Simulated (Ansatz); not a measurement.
Each is relaxed and computed with DFT-PBE in the program Ansatz with PAW potentials. Which is the only metal?
A. V3Si, Fm-3m (Si on 4a, V on 4b, V on 8c)
B. Mg2Si, Pn-3m (Mg on 4c, Si on 2a)
C. BaSrTi2O6, Fm-3m (Sr on 4a, Ti on 8c, O on 24d, Ba on 4b)
D. SiO2, CdI2 type

A, V3Si, Fm-3m (Si on 4a, V on 4b, V on 8c). V3Si: metal; BaSrTi2O6: gap 1.81 eV (direct); SiO2: gap 6.25 eV (indirect); Mg2Si: gap 0.31 eV (direct). Spin orders computed, not proven ground states: V3Si, Fm-3m (Si on 4a, V on 4b, V on 8c) ferrimagnetic. Constructed cells (a structure type filled with these elements, in neither database checked): V3Si, Fm-3m (Si on 4a, V on 4b, V on 8c); SiO2, CdI2 type; Mg2Si, Pn-3m (Mg on 4c, Si on 2a). Typed or built starts, not in the databases checked: BaSrTi2O6, Fm-3m (Sr on 4a, Ti on 8c, O on 24d, Ba on 4b). Not the usual ambient phase: SiO2, CdI2 type; Mg2Si, Pn-3m (Mg on 4c, Si on 2a). Began spin-polarised and lost the moments: BaSrTi2O6, Fm-3m (Sr on 4a, Ti on 8c, O on 24d, Ba on 4b). Weakly bound layers, chains or molecules computed without a dispersion correction, so cells and soft constants are ill determined: SiO2, CdI2 type. All cells were relaxed under the symmetry of their starts (and spin orders); stability against distortions was not tested throughout. Spin–orbit coupling is left out wherever it is not named.

Potentials: the later of the program's two PAW sets.
